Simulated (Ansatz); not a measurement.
**Cs₂KCrTe₆: single run (Ansatz)**

Run with:

```bash
ansatz run input.yaml --threads 1 --pin off --max-ram 2560MiB --backend cpu --events-out ev --progress --plain --runs-dir out
```

The input file (Ansatz 0.2.0, plane waves):

```yaml
crystal:
  lattice:
    - [0.0, 5.356276, 5.356276]
    - [5.356276, 0.0, 5.356276]
    - [5.356276, 5.356276, 0.0]
  atoms:
    - { symbol: K, position: [0.5, 0.5, 0.5] }
    - { symbol: Cr, position: [0.0, 0.0, 0.0] }
    - { symbol: Te, position: [0.785, 0.215, 0.215] }
    - { symbol: Te, position: [0.215, 0.785, 0.215] }
    - { symbol: Te, position: [0.215, 0.785, 0.785] }
    - { symbol: Te, position: [0.785, 0.215, 0.785] }
    - { symbol: Te, position: [0.215, 0.215, 0.785] }
    - { symbol: Te, position: [0.785, 0.785, 0.215] }
    - { symbol: Cs, position: [0.25, 0.25, 0.25] }
    - { symbol: Cs, position: [0.75, 0.75, 0.75] }
  symmetry: { tolerance: 0.0003 }
kpoints:
  mp_grid: { grid: [3, 3, 3], shift: [0, 0, 0] }
magnetization:
  spin_polarized: false
scf:
  occupations: { method: cold, width: 0.0199 }
  lower_state_search: light
hamiltonian:
  pseudopotentials: { kind: paw }
  xc: rpbe
basis:
  ecutwfc: 420
output:
  forces: true
  stress: true
  eigenvalues: true
```

Origin of the cell: a known structure type with other elements, at an estimated volume, so it need not be a known compound.

Output (shortened):

```
Pseudopotentials: kind: paw
Pseudopotential: K, paw, valence charge 9, recommended cutoff 420 eV (normal), K.paw.azcp
Pseudopotential: Cr, paw, valence charge 14, recommended cutoff 420 eV (normal), Cr.paw.azcp
Pseudopotential: Te, paw, valence charge 16, recommended cutoff 420 eV (normal), Te.paw.azcp
Pseudopotential: Cs, paw, valence charge 9, recommended cutoff 420 eV (normal), Cs.paw.azcp
Functional definition: RPBE
  exchange = rpbe_x(kappa = kappa, mu = beta*pi^2/3)
  correlation = pbe_c(beta = beta)
Crystal: 10 atoms, lattice volume = 307.340 Å³
Basis set: ecut = 420 eV, 5985 PW (Γ), exchange–correlation on 108×108×108 points (8 copies of the dense FFT grid, shifted against one another)
Bands: 83, of which v1, the nominal top of the filled ones, is band 69 counted from 1 (68 counted from 0)
Symmetry: 48 space group operations
[… 14 lines left out …]
Initial density: superposition of atomic densities (neutral atoms: chi_scale 0, normalization atom), corrected by the library's trained network
Functional: x = rpbe, c = pbe(β = 0.066725)
SCF iter   1: F=—  HF=-58214.758698 eV  Δρ=2.37e-2  dr2=3.23e0  defer=1
SCF iter   2: F=—  HF=-58214.695047 eV  S|Δr|=    0.00e0  Δρ=1.06e-2  dr2=6.66e-1  defer=1
SCF iter   3: F=—  HF=-58214.675322 eV  S|Δr|=    0.00e0  Δρ=3.96e-3  dr2=8.70e-2  defer=19
SCF iter   4: F=—  HF=-58214.671559 eV  S|Δr|=    0.00e0  Δρ=1.41e-3  dr2=9.29e-3  defer=31
SCF iter   5: F=—  HF=-58214.671401 eV  S|Δr|=    0.00e0  Δρ=2.16e-3  dr2=2.07e-2  defer=19  recentre
SCF iter   6: F=—  HF=-58214.670908 eV  S|Δr|=    0.00e0  Δρ=1.35e-4  dr2=2.53e-4  defer=19
SCF iter   7: F=—  HF=-58214.670848 eV  S|Δr|=    0.00e0  Δρ=1.31e-4  dr2=1.04e-4  defer=19
SCF iter   8: F=—  HF=-58214.670861 eV  S|Δr|=    0.00e0  Δρ=2.05e-5  dr2=5.72e-6  defer=19
SCF iter   9: F=—  HF=-58214.670795 eV  S|Δr|=    0.00e0  Δρ=9.97e-6  dr2=5.97e-7  defer=19
SCF iter  10: F=—  HF=-58214.670795 eV  S|Δr|=    0.00e0  Δρ=4.58e-6  dr2=1.03e-7
SCF iter  11: F=-58214.670795 eV  HF=-58214.670795 eV  S|Δr|=    0.00e0  Δρ=1.63e-6  dr2=1.81e-8
SCF 1 converged in 11 iterations: F = -58214.670795 eV  dr2 = 1.81e-8
SCF converged after 11 iterations
Stability not checked: this state was not tested for a lower state beside it, because cold or Methfessel-Paxton smearing, or corrected tetrahedra, fill the levels in a way that the test cannot read (fill_not_monotonic; […]
Free energy (F): -58214.670795 eV
Harris-Foulkes:  -58214.670795 eV  (|F-HF|=1.20e-8)
Internal energy: -58214.669480 eV  (E = F + TS)
E sigma→0 (E₀):  -58214.670356 eV
Entropy (-TS):   -0.001315 eV (-0.132 meV/atom)
Fermi energy:    9.214913 eV
--- Per-component energies (eV) ---
  E_band       = -1887.917647
  E_kinetic    = 2000.591925
  E_local      = -13618.935858  (includes V_loc(G=0)·N_el)
  E_nonlocal   = -1710.017004
  E_hartree    = 7634.412123
  E_xc         = -1384.294713
  E_vxc        = -1237.291827  (∫ρ·V_xc dr)
  E_paw        = -40168.305484  (= ΣΔE_a)
  E_vpaw       = -2591.099353  (= ΣTr[D̂ρ^β])
  E_aug_tail   = -0.000921  (compensation charges beyond the density's cutoff)
  E_ewald      = -10967.680161
  E_core_change = -0.439386  (= ΣΔE_core)
  E_smearing   = -0.001315  (= −TS)
  Σ components = -58214.670795   (vs F -58214.670795, Δ=0.00e0)
--- Forces (eV/Å), atoms counted from 1 ---
  atom   1  K      0.000000    -0.000000     0.000000
  atom   2  Cr     0.000000     0.000000    -0.000000
  atom   3  Te     4.561999    -0.000000    -0.000000
  atom   4  Te     0.000000     4.561999    -0.000000
  atom   5  Te    -4.561999     0.000000     0.000000
  atom   6  Te    -0.000000    -4.561999    -0.000000
  atom   7  Te    -0.000000     0.000000     4.561999
  atom   8  Te    -0.000000     0.000000    -4.561999
  atom   9  Cs     0.000000    -0.000000    -0.000000
  atom  10  Cs     0.000000    -0.000000    -0.000000
  max |Σ_I F_I| component: 3.55e-15 eV/Å
--- Stress (GPa, compression-positive) ---
       17.319514       0.000000       0.000000
       -0.000000      17.319514       0.000000
        0.000000      -0.000000      17.319514
  P = ⅓ Tr σ = 17.3195 GPa (173.195 kbar)
```

Caveats: forces of this functional can be a tenth off on datasets made under PBE; no spin polarisation, so a magnetic state may lie lower; no spin-orbit coupling, though heavy elements are present; the k mesh is coarse if the cell is a metal.

It ran for 6.9 s of wall time on 1 CPU thread(s) of a shared host, from the program's own first density.
